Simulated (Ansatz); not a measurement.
**Cd3TeO2 (R-3m)**

Computed with Ansatz, DFT PBE, scalar-relativistic, plane waves, PAW.

Plane waves to 420 eV, a k mesh through Γ of 6×6×6 on the computed 6-atom cell and Gaussian smearing (0.02 eV); no spin polarisation.

The structure is relaxed at this level of theory with its symmetry kept, and needn't be the ground state of this composition.

```cif
data_structure
_symmetry_space_group_name_H-M 'P 1'
_symmetry_Int_Tables_number 1
_cell_length_a 6.1731
_cell_length_b 6.1731
_cell_length_c 6.1731
_cell_angle_alpha 65.319
_cell_angle_beta 65.319
_cell_angle_gamma 65.319
_cell_volume 185.60
loop_
_atom_site_label
_atom_site_type_symbol
_atom_site_fract_x
_atom_site_fract_y
_atom_site_fract_z
_atom_site_occupancy
Cd1 Cd 0.50000 0.00000 0.00000 1
Cd2 Cd 0.00000 0.50000 0.00000 1
Cd3 Cd 0.00000 0.00000 0.50000 1
Te1 Te 0.00000 0.00000 0.00000 1
O1 O 0.23156 0.23156 0.23156 1
O2 O 0.76844 0.76844 0.76844 1
```

| Property | Result |
| --- | --- |
| Space group | R-3m (No. 166) |
| Volume per atom | 30.93 Å³ |
| Formation energy from the elements' standard states (uncorrected) | -0.451 eV/atom |
| Kohn–Sham band gap | 0.46 eV |
| Orbital (Löwdin) character of the top 1 eV of the valence band | Te 5p 56 %, O 2p 35 % |
| Orbital (Löwdin) character of the lowest 1 eV of the conduction band | Cd 5s 48 %, O 2p 25 %, Te 5p 11 % |
| Bader charge by site (e) | Cd (3 in the cell) 0.90, Te (1 in the cell) -0.66, O (2 in the cell) -1.02 |

Spin-orbit coupling is left out, which matters for the bands of heavy elements.

Another cell of Cd3TeO2 relaxed alike, in P6/mmm, lies 41 meV/atom lower, so this cell isn't the stable form at this level.

The cell was found from a structure generator's guess, not taken from experiment. Kohn–Sham gaps at this level usually fall short of measured ones. Löwdin shares on free-atom orbitals overweight diffuse shells in the empty bands.
